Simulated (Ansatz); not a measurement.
Os:
```xyz
4
Lattice="2.7413 0.0000 0.0000 -1.3706 2.3740 0.0000 0.0000 0.0000 8.8055" Properties=species:S:1:pos:R:3 pbc="T T T"
Os     0.0000     0.0000     0.0000
Os     0.0000     0.0000     4.4027
Os     0.0000     1.5827     2.2014
Os     1.3706     0.7913     6.6041
```

Relaxed with PBE. Special points in fractions of this cell's reciprocal vectors: Γ (0.000, 0.000, 0.000); M (0.500, 0.000, 0.000); K (0.333, 0.333, 0.000); A (0.000, 0.000, 0.500); L (0.500, 0.000, 0.500); H (0.333, 0.333, 0.500).

Problem. List the band energies nearest the Fermi level at these points for the program Ansatz at the PBE with spin–orbit coupling level (PAW).

Solution. In eV from the Fermi level; about four levels below and three above (degenerate sets whole), none deeper than 8.9 eV; … stands for higher levels left out; points with the same levels are listed once.

| k | below | above |
|---|---|---|
| Γ | -0.34 -0.34 -0.18 -0.18 | 0.32 0.32 0.84 0.84 |
| M | -1.09 -1.09 -1.08 -1.08 | 0.15 0.15 1.12 1.12 |
| K | -1.50 -1.50 -1.23 -1.23 | 0.13 0.13 0.32 0.32 |
| A | -0.15 -0.15 -0.15 -0.15 | … |
| L | -0.95 -0.95 -0.95 -0.95 | 1.11 1.11 1.11 1.11 |
| H | -0.53 -0.53 -0.03 -0.03 | 1.44 1.44 1.72 1.72 |

Space group P6_3/mmc (dhcp (α-La type)). A made-up cell: these elements were put on the sites of a structure type. Its sites differ from those of the usual phase in this space group: another stacking or structure type. The cell was relaxed with PBE under the symmetry of its start; of distortions, only those at the zone centre were tested. No spin polarisation was allowed.

Potentials: the later of the program's two PAW sets.
